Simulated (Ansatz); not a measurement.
**One relaxed cell of CsOsNO$_{3}$ at several levels**

A database entry relaxed whole under r2SCAN at zero pressure (Pnma, No. 62):

```
Cs Os N O
1.0
     8.43518    0.00000    0.00000
     0.00000    7.26320    0.00000
     0.00000    0.00000    8.08445
Cs Os N O
4 4 4 12
Direct
  0.13428 0.25000 0.34365
  0.36572 0.75000 0.84365
  0.63428 0.25000 0.15635
  0.86572 0.75000 0.65635
  0.12167 0.25000 0.84035
  0.37833 0.75000 0.34035
  0.62167 0.25000 0.65965
  0.87833 0.75000 0.15965
  0.29135 0.25000 0.94848
  0.20865 0.75000 0.44848
  0.79135 0.25000 0.55152
  0.70865 0.75000 0.05152
  0.96539 0.25000 0.98068
  0.53461 0.75000 0.48068
  0.46539 0.25000 0.51932
  0.03461 0.75000 0.01932
  0.11988 0.05358 0.71689
  0.38012 0.94642 0.21689
  0.61988 0.44642 0.78311
  0.88012 0.55358 0.28311
  0.88012 0.94642 0.28311
  0.61988 0.05358 0.78311
  0.38012 0.55358 0.21689
  0.11988 0.44642 0.71689
```

Its volume is 20.64 Å³ an atom, +0.5 % against the entry's 20.53, a cell as deposited in COD (1982).

Single points on this cell with plane-wave PAW DFT (Ansatz 0.2.0; r2SCAN 500 eV, hybrids 420 eV; fermi-dirac occupations of width 0.020 eV; no moments): r2SCAN on a 4×4×4 Γ-centred mesh; r2SCAN with spin-orbit coupling on a 2×2×2 Γ-centred mesh; HSE06 on a 2×4×2 Γ-centred mesh; PBE0 on a 2×4×2 Γ-centred mesh.

**Question.** How do gap, pressure and charges move from level to level?

**Answer.** The runs give:

```csv
level,"gap (eV), or kind",pressure (GPa),Bader charge of Cs (e),Bader charge of Os (e),Bader charge of N (e),Bader charge of O (e)
r2SCAN,3.35,0.0,+0.93,+2.53,-0.77,-0.90
r2SCAN with spin-orbit coupling,3.31,-0.2,+0.93,+2.53,-0.77,-0.90
HSE06,4.32,-1.0,+0.93,+2.56,-0.75,-0.91
PBE0,5.09,-1.1,+0.93,+2.57,-0.75,-0.92
```

Under r2SCAN the gap is 3.35 eV, over mesh and band path. HSE06 moves it by +0.98 eV and PBE0 by +1.75 eV; PBE0 keeps its exact exchange at long range, which widens the gap over HSE06's by 0.77 eV on their common mesh. Spin-orbit coupling moves the r2SCAN gap by -0.04 eV. The charge on Os goes from +2.53 to +2.56 e under HSE06.

Caveats: the relaxation kept the start's symmetry; HSE06 is read on its mesh and at the zone's corners, PBE0 on its mesh alone; hybrid pressures are good to a few tenths of a GPa; pressure is positive in compression.
